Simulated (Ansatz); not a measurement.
SrO:
```
SrO
1.0
    3.54713     0.00000     0.00000
   -1.77357     3.07191     0.00000
    0.00000     0.00000     6.20875
Sr O
2 2
Cartesian
  0.00000   2.04794   1.55219
  1.77357   1.02397   4.65656
  0.00000   0.00000   0.00000
  0.00000   0.00000   3.10437
```

Relaxed with r²SCAN.

Map the electron localisation function on the plane through (0.333, 0.667, 0.250) spanned by u = [0, 0, 1] and v = [1, -1, 0] in lattice vectors, from r²SCAN (plane waves, PAW; program Ansatz).

x is the fraction of u, y of v (the angle between them is 90°; rows are the nearest grid lines); atoms in the plane: Sr at (0.00, 0.00), Sr at (0.50, 0.33), O at (0.75, 0.67), O at (0.25, 0.67).
```
|00699830000000000000000003899600|
|02799720000000000000000002799720|
|99997200111100000000111100279999|
|99862002344210000001244320026899|
|76410135676521000012567653101467|
|00025899999863100136899999852000|
|00258998899874100147899889985200|
|01378986679985200258997668987310|
|01479984368986200268986348997410|
|01378987789985100158998778987310|
|00268999999862000026899999986200|
|00025778874101233210147887752000|
|00013566531014788741013566531000|
|00000110001699988999610001100000|
|00000000004899744799840000000000|
|00000000015998400489951000000000|
|00000000005899622699850000000000|
|00000000003799988999730000000000|
|11000000001589999998510000000011|
|98751000000025788752000000015789|
|99985100000001344310000000158999|
|99998300000000000000000000389999|
|02799720000000000000000002799720|
|00699830000000000000000003899600|
```
Scale: ten equal steps from 0.006 (start of '0') to 0.885 (end of '9'), in the order '0123456789'; x runs from 0.000 to 1.00, y from 0.000 (bottom) to 1.00 (top).

The density is the valence pseudo-density with augmentation charge, so density and ELF within about 1 Å of a nucleus are not all-electron values.

Space group P6_3/mmc (NiAs type). The first step of the workflow began from a Materials Project structure, measured or hypothetical; the Crystallography Open Database copy checked does not list it. It is not the phase usual at ambient conditions (space group No. 225). The cell was relaxed with r²SCAN under the symmetry of its start; its stability against distortions is not shown here.

Potentials: the later of the program's two PAW sets.
